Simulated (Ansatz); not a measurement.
A geometry of SnO2 away from equilibrium: step 2 of the relaxation of a relaxed SnO2 cell, doubled along one cell vector, shaken by Gaussian noise of σ = 0.08 Å a coordinate. The numbers are results of r2SCAN (plane waves to 500 eV, PAW, scalar-relativistic; Ansatz, a quantum-chemistry and plane-wave program), not measurements. Γ-centred k-mesh 5×3×7 on the run's cell (coarser than for final values), Fermi–Dirac smearing 0.05 eV.

```
CELL_PARAMETERS angstrom
      4.75105    -0.00062    -0.01194
     -0.00125     9.52800    -0.04320
     -0.00803    -0.01453     3.21446
ATOMIC_POSITIONS crystal
  Sn 0.51102 0.24958 0.49178
  Sn 0.51274 0.75022 0.49457
  Sn 0.01137 0.00164 0.00305
  Sn 0.01400 0.49847 0.97605
  O  0.80651 0.40606 0.51065
  O  0.81640 0.90637 0.50213
  O  0.30640 0.34110 0.99989
  O  0.30962 0.84372 0.99718
  O  0.70372 0.15442 0.00234
  O  0.71278 0.65758 0.00615
  O  0.20664 0.09548 0.50264
  O  0.21063 0.59513 0.49154
```

**Question.** Which atoms carry the largest force, and which way does it point?

**Answer.** 1.61 eV/Å, on Sn4 (atoms numbered as listed); on Sn4 its components are (-0.08, 0.64, 1.48).

**Question.** What is the pressure?

**Answer.** -0.6 GPa, compression positive.

**Question.** How far above the relaxed end point is this geometry?

**Answer.** 0.01 eV/atom; the path ends in P4₂/mnm (No. 136) (rutile type).

No spin polarisation in the result.
